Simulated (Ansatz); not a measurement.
Structure: COD 9009658, as refined from experiment and not relaxed.

Bi: DFT, PBEsol, all-electron LAPW, scalar-relativistic (Ansatz 0.2.0).

Command: `ansatz run input.yaml --threads 1 --pin off --max-ram 3072MiB --backend cpu --events-out ev --progress --plain --runs-dir out` The run took 47 s on 1 thread of Intel(R) Xeon(R) 6975P-C (Granite Rapids), with other jobs on the host, peak memory 0.66 GiB.

```yaml
crystal:
  lattice:
    - [2.2729996784, 1.3123169762, 3.954]
    - [-2.2729996784, 1.3123169762, 3.954]
    - [0.0, -2.6246339523, 3.954]
  atoms:
    - { symbol: Bi, position: [0.23389, 0.23389, 0.23389] }
    - { symbol: Bi, position: [0.76611, 0.76611, 0.76611] }
kpoints:
  mp_grid: { grid: [10, 10, 10] }
  band_path:
    path:
      - [0.0, 0.0, 0.0]
      - [0.5, 0.5, 0.5]
      - [0.7598966753, 0.2401033247, 0.5]
      - [0.5, -0.2401033247, 0.2401033247]
      - [0.5, 0.0, 0.0]
      - [0.0, 0.0, 0.0]
      - [0.3700516624, -0.3700516624, 0.0]
      - [0.6299483376, 0.0, 0.3700516624]
      - [0.5, 0.0, 0.5]
    npoints: 14
scf:
  occupations: { method: fermi_dirac, width: 0.03 }
hamiltonian:
  xc: pbesol
  pseudopotentials: { kind: all_electron, lapw: { basis_error: 0.0005 } }
output:
  forces: true
  stress: true
  eigenvalues: true
  fatbands: true
  populations: true
  dos: { projected: true, de: 0.2, e_range: [-14, 8] }
```

Output:

```
Bi: projections on atomic orbitals take those of the free atom 1s2 2s2 2p6 3s2 3p6 3d10 4s2 4p6 4d10 4f14 5s2 5p6 5d10 6s2 6p3, of charge +0.00 (hamiltonian.pseudopotentials.projection_atoms)
LAPW: plane waves up to 7.763 Å⁻¹, error target 5.0e-4 eV per atom; small_component_spin mean_spin; Bi in spheres of 1.536 Å, 37 of its electrons in bands, Dirac shells []
Engine: ansatz 0.2.0
Pseudopotentials: kind: all_electron
Pseudopotential: Bi, LAPW, valence charge 37, Koelling and Harmon's equation, gaussian nucleus
Functional definition: PBEsol
  exchange = pbesol_x
  correlation = pbesol_c
Crystal: 2 atoms, lattice volume = 70.766 Å³
Basis set: ecut = 229.6000675406159 eV, 549 PW (Γ), exchange–correlation at level 2
Bands: 45, of which v1, the nominal top of the filled ones, is band 37 counted from 1 (36 counted from 0)
Symmetry: 12 space group operations
Space group: R-3m (ITA 166), of the structure as read, at distance tolerance 4.1e-5 Å
k-points: 116 of 1000
Non-local potential: Bi, projectors of the file, none
Initial density: superposition of atomic densities (chi_scale 0.1, normalization cell)
Initial wavefunctions: plane waves of lowest kinetic energy (no species holds an atomic orbital)
Functional: x = pbesol(κ = 0.804, μ = 0.12345679012345678), c = pbesol(β = 0.046)
iter 1 solved again at ethr=6.37e-5 eV; its pass at ethr=1.00e-1 eV (dr2=4.71e-2 eV) is discarded
SCF iter   1: F=—  HF=-1171102.933184 eV  |F-HF|=—  |Δ(HF+E_count)|=         —  Δρ=8.78e-3  dr2=4.73e-2  ethr=6.37e-5  ⟨swp⟩=3.0  Hψ=32703  notcnv=0
preconditioner: auto → Resta (q_TF=auto, 2.749 Å⁻¹)  ε∞=2.1  [insulator: Δε(μ)=0.110 eV  Ē_g=22.940 eV  σ=0.030 eV  W_gap=0.56  n_scr=20 (ndim 8)  ℏωp=24.2 eV  f_vac=0.169  D(μ)=0.16/eV (n_scr^D=0)  ε∞_Penn≈2.1]
SCF iter   2: F=—  HF=-1171102.923661 eV  |F-HF|=—  |Δ(HF+E_count)|=   9.52e-3  Δρ=5.15e-3  dr2=1.87e-2  ethr=6.37e-5  ⟨swp⟩=2.0  Hψ=15207  notcnv=0
iter 3 solved again at ethr=9.97e-7 eV; its pass at ethr=2.52e-5 eV (dr2=7.38e-4 eV) is discarded
SCF iter   3: F=—  HF=-1171102.922947 eV  |F-HF|=—  |Δ(HF+E_count)|=   7.14e-4  Δρ=1.08e-3  dr2=7.37e-4  ethr=9.97e-7  ⟨swp⟩=2.0  Hψ=26066  notcnv=0
SCF iter   4: F=—  HF=-1171102.922137 eV  |F-HF|=—  |Δ(HF+E_count)|=         —  Δρ=2.55e-4  dr2=6.45e-5  ethr=9.96e-7  ⟨swp⟩=2.0  Hψ=15199  notcnv=0
the basis was enlarged: its passes take 176.8 KiB over the memory plan, 1 of 1 planned eigensolver slots
SCF iter   5: F=—  HF=-1171102.922151 eV  |F-HF|=—  |Δ(HF+E_count)|=   1.47e-5  Δρ=8.22e-5  dr2=7.61e-6  ethr=8.71e-8  ⟨swp⟩=2.0  Hψ=15199  notcnv=0
SCF iter   6: F=—  HF=-1171102.922154 eV  |F-HF|=—  |Δ(HF+E_count)|=   2.37e-6  Δρ=1.89e-5  dr2=3.94e-7  ethr=1.03e-8  ⟨swp⟩=2.9  Hψ=15441  notcnv=0
SCF iter   7: F=-1171102.922154 eV  HF=-1171102.922154 eV  |F-HF|=2.33e-10  |Δ(HF+E_count)|=   3.41e-7  Δρ=2.84e-6  dr2=7.50e-9  ethr=5.33e-10  ⟨swp⟩=3.0  Hψ=15595  notcnv=0
SCF 1 converged in 7 iterations: F = -1171102.922154 eV  dr2 = 7.50e-9
NSCF: frozen V_eff on 113 k-points
SCF converged after 7 iterations
Free energy (F): -1171102.922154 eV
Harris-Foulkes:  -1171102.922154 eV  (|F-HF|=2.33e-10)
Internal energy: -1171102.921597 eV  (E = F + TS)
E sigma→0 (E₀):  -1171102.921876 eV
Entropy (-TS):   -0.000557 eV (-0.278 meV/atom)
Fermi energy:    13.047339 eV
--- Per-component energies (eV) ---
  E_band       = -5395.397328
  E_kinetic    = 1355575.630023
  E_xc         = -21299.165593
  E_electrostatic = -2505379.386027  (all electrons and nuclei)
  E_smearing   = -0.000557  (= −TS)
  E_closure    = 0.000000  (closes the sum)
  E_atoms      = -1171094.363200  (free atoms, spherical and without spin; not in F)
  Σ components = -1171102.922154   (vs F -1171102.922154, Δ=0.00e0)
  Basis errors (estimates in eV, not in F): energy 2.0e-4 per atom: plane waves 1.8e-4 (1.0e-4 summed), levels above the bands 8.7e-117, relativity 6.8e-9, radial functions 1.6e-5, core shells 3.5e-8; eigenvalues (radial functions only) 6.8e-7; not estimated: angular momenta, meshes, grids; target (lapw.basis_error) 5.0e-4; muffin-tin radii Bi 1.536 Å
--- Forces (eV/Å), atoms counted from 1 ---
  atom   1  Bi     0.00000000     0.00000000     0.11337840
  atom   2  Bi     0.00000000    -0.00000000    -0.11337840
  max |Σ_I F_I| component: 1.39e-17 eV/Å
--- Stress (GPa, compression-positive) ---
       -0.648793      -0.000000       0.000000
       -0.000000      -0.648793       0.000000
        0.000000       0.000000      -0.596439
  P = ⅓ Tr σ = -0.6313 GPa (-6.313 kbar)
--- Band table (eV; the first three rows and the last of 116) ---
  k-point 0: bands = ["-139.9439", "-139.9437", "-135.0968", "-135.0968", "-135.0967", "-135.0967", "-135.0950", "-135.0950", "-135.0950", "-135.0950", "-135.0944", "-135.0944", "-135.0944", "-135.0944", "-135.0943", "-135.0943", "-78.1484", "-78.1484", "-78.1444", "-78.1444", "-78.1438", "-78.1407", "-9.7748", "-9.7748", "-9.6232", "-9.6232", "-9.6062", "-9.4396", "-9.4280", "-9.4280", "-9.3068", "-9.3068", "0.0308", "5.6232", "11.6272", "11.8931", "11.8931", "15.5753", "16.0462", "16.0462", "18.7111", "18.8551", "18.8551", "19.0876", "19.4321"]
  k-point 1: bands = ["-139.9439", "-139.9437", "-135.0968", "-135.0968", "-135.0967", "-135.0967", "-135.0950", "-135.0950", "-135.0950", "-135.0950", "-135.0944", "-135.0944", "-135.0944", "-135.0944", "-135.0943", "-135.0943", "-78.1484", "-78.1483", "-78.1447", "-78.1444", "-78.1434", "-78.1408", "-9.7677", "-9.7656", "-9.6200", "-9.6177", "-9.6014", "-9.4441", "-9.4326", "-9.4310", "-9.3170", "-9.3144", "0.1244", "5.4064", "11.6720", "11.8842", "11.8893", "15.4118", "15.6069", "15.8203", "18.2530", "18.6085", "18.9480", "19.9077", "20.4782"]
  k-point 2: bands = ["-139.9439", "-139.9437", "-135.0968", "-135.0968", "-135.0967", "-135.0967", "-135.0950", "-135.0950", "-135.0950", "-135.0950", "-135.0944", "-135.0944", "-135.0944", "-135.0944", "-135.0943", "-135.0943", "-78.1484", "-78.1482", "-78.1452", "-78.1444", "-78.1430", "-78.1409", "-9.7477", "-9.7389", "-9.6118", "-9.6017", "-9.5868", "-9.4592", "-9.4464", "-9.4383", "-9.3455", "-9.3353", "0.4019", "4.8260", "11.7062", "11.8702", "11.9754", "14.6174", "15.1116", "15.2853", "18.1030", "18.8402", "19.3909", "21.4982", "22.1120"]
  k-point 115: bands = ["-139.9439", "-139.9437", "-135.0968", "-135.0968", "-135.0967", "-135.0967", "-135.0950", "-135.0950", "-135.0950", "-135.0950", "-135.0944", "-135.0944", "-135.0944", "-135.0944", "-135.0943", "-135.0943", "-78.1481", "-78.1481", "-78.1446", "-78.1446", "-78.1433", "-78.1412", "-9.6859", "-9.6859", "-9.5886", "-9.5886", "-9.5673", "-9.4754", "-9.4553", "-9.4553", "-9.4054", "-9.4054", "1.2490", "3.2008", "12.1392", "12.4933", "12.4933", "13.7820", "13.7820", "13.8247", "20.0228", "22.1206", "22.1206", "22.1307", "22.4279"]
--- Löwdin populations: 2 sites ---
  site symbol       q [e]
     0     Bi     82.9765
     1     Bi     82.9765
  spilling = 0.000283 (of n_electrons = 166.000000)
```

populations.tsv:

```
# site	symbol	l	j	q
# orbitals = lowdin
# n_electrons = 166.000000
# spilling = 0.000283
# projection_atom_Bi: 1s2 2s2 2p6 3s2 3p6 3d10 4s2 4p6 4d10 4f14 5s2 5p6 5d10 6s2 6p3
0	Bi	0_1S	-	2.000000
0	Bi	0_2S	-	1.999998
0	Bi	0_3S	-	1.999972
0	Bi	0_4S	-	1.999733
0	Bi	0_5S	-	1.996925
0	Bi	0_6S	-	1.876995
0	Bi	1_2P	-	6.000000
0	Bi	1_3P	-	5.999999
0	Bi	1_4P	-	5.999966
0	Bi	1_5P	-	5.997604
0	Bi	1_6P	-	3.110000
0	Bi	2_3D	-	10.000000
0	Bi	2_4D	-	9.999997
0	Bi	2_5D	-	9.995340
0	Bi	3_4F	-	13.999998
1	Bi	0_1S	-	2.000000
1	Bi	0_2S	-	1.999998
1	Bi	0_3S	-	1.999972
1	Bi	0_4S	-	1.999733
1	Bi	0_5S	-	1.996925
1	Bi	0_6S	-	1.876995
1	Bi	1_2P	-	6.000000
1	Bi	1_3P	-	5.999999
1	Bi	1_4P	-	5.999966
1	Bi	1_5P	-	5.997604
1	Bi	1_6P	-	3.110000
1	Bi	2_3D	-	10.000000
1	Bi	2_4D	-	9.999997
1	Bi	2_5D	-	9.995340
1	Bi	3_4F	-	13.999998
```
